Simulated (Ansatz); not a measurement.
**TlBaBr3 (cubic perovskite) under strain**

TlBaBr3 in the cubic perovskite structure, relaxed with r2SCAN in Ansatz. The symmetry is Pm-3m (No. 221, cubic); conventional cell a = 6.229 Å, 48.35 Å³ an atom. Around Tl lie 12 Br at 4.40 Å; around Ba lie 6 Br at 3.11 Å; around Br lie 2 Ba at 3.11 Å and 4 Tl at 4.40 Å.

The axes x, y and z are those of this cell:
```
Tl Ba Br
1.0
     6.22939    0.00000    0.00000
     0.00000    6.22939    0.00000
     0.00000    0.00000    6.22939
Tl Ba Br
1 1 3
Direct
  0.00000 0.00000 0.00000
  0.50000 0.50000 0.50000
  0.50000 0.50000 0.00000
  0.50000 0.00000 0.50000
  0.00000 0.50000 0.50000
```

Unstrained: HSE06 gives an indirect gap of 4.041 eV, from R to X; the least direct gap is 4.258 eV at X. Meshes: HSE06 2×2×2. Strains are changes of length per length, and xy shears are angles. After each strain the atoms were relaxed again with r2SCAN in this cell and within any symmetry left, so distortions that break it or need a larger cell weren't tested; points keep the names that they have in the unstrained zone. No spin polarisation and no zero-point or thermal motion; the cell was built from a prototype and may be hypothetical.

Changes of the least gap in eV (an overlap counts as a negative gap):
```tsv
strain	volume change (%)	space group	HSE06
isotropic +5.0 % on every length	+15.8	Pm-3m	-0.161
xy shear, engineering strain (angle) +1.0 %	0.0	Cmmm	-0.002
uniaxial +1.0 % along z	+1.0	P4/mmm	-0.020
epitaxial +3.0 % in the xy plane, free normal strain -0.51 %	+5.5	P4/mmm	-0.097
```

Isotropic +5.0 % on every length. HSE06: the gap goes from 4.041 to 3.880 eV (-0.161 eV). For HSE06, dE_g/d ln V = -1.1 eV over this step.

Xy shear, engineering strain (angle) +1.0 %. HSE06: the gap goes from 4.041 to 4.039 eV (-0.002 eV).

Uniaxial +1.0 % along z, other directions held. HSE06: the gap goes from 4.041 to 4.021 eV (-0.020 eV).

Epitaxial +3.0 % in the xy plane, free normal strain -0.51 %. HSE06: the gap goes from 4.041 to 3.944 eV (-0.097 eV); the edges move from R → X to M → X [(0, 0, 1/2)]; the M points, equivalent before, split by 16 meV, and the valence top lies at those like (0, 1/2, 1/2); the X points, equivalent before, split by 58 meV, and the conduction bottom lies at those like (0, 0, 1/2).

Spin-orbit coupling is left out; in compounds of Pb, Bi, Tl or Hg it can lower a gap by up to about 1 eV, split its edges or invert the bands.

The meshes of the hybrids are coarse, so their gaps aren't converged to the digits shown.
